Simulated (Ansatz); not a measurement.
Clean, relaxed (110) surface of Eu, space group Im-3m (No. 229) (top face towards +c; held atoms: 1):

```
Eu
1.0
     3.79755    0.00000    0.00000
    -1.26585    3.58036    0.00000
     0.00000    0.00000   23.20137
Eu
3
Direct
  0.50000 0.50000 0.36636
  0.00000 0.00000 0.49695
  0.50000 0.50000 0.62763
```

All numbers below come from DFT PBE, scalar-relativistic, plane waves, PAW in Ansatz. Plane waves to 420 eV, a k mesh through Γ of 8×8×1 on the computed 3-atom cell and Gaussian smearing (0.10 eV); collinear spin with starting moments 7.7 7.7 7.7 μB. A dipole correction removes the field between periodic images along c.

With the adsorbate the run is spin-polarised, its anchoring atom started with 1 μB.

E_ads counts from the clean slab and the free adsorbate (spin-polarised where it has unpaired electrons); negative means bound.  With the adsorbate the cell is lengthened along c to keep the vacuum.

**Question.** Cl (atom) is put at the hollow (Eu-Eu-Eu) at (0.17, 0.83) site, one adsorbate per 13.6 Å². What structure does it relax to?

**Answer.** E_ads = -5.08 eV. Contacts: Cl–Eu 2.82 Å, Cl–Eu 2.90 Å.

```
CELL_PARAMETERS angstrom
3.79755 0.00000 0.00000
-1.26585 3.58036 0.00000
0.00000 0.00000 25.20137
ATOMIC_POSITIONS crystal
Eu 0.50000 0.50000 0.33728
Eu 0.00630 0.99370 0.45770
Eu 0.51356 0.48644 0.58645
Cl 0.12592 0.87408 0.65101
```

Each end is the local minimum or symmetric point that its start leads to. On a slab this thin, differences under about 0.1 eV aren't settled.

The state reached may not be the lowest one. Spin-orbit coupling is left out, which matters for the bands of heavy elements. Without a Hubbard U the f levels lie too near the Fermi level, so gaps, band edges and the localisation of f electrons are unreliable. Semilocal functionals without U can misjudge the magnetic state of such a slab.

Half the bond energy of Cl2 is 1.43 eV at this level, so against ½ Cl2 the lowest end of the 3 starts lies at -5.08 + 1.43 = -3.65 eV: splitting Cl2 onto such sites is downhill at this coverage (electronic energies alone, barriers aside).
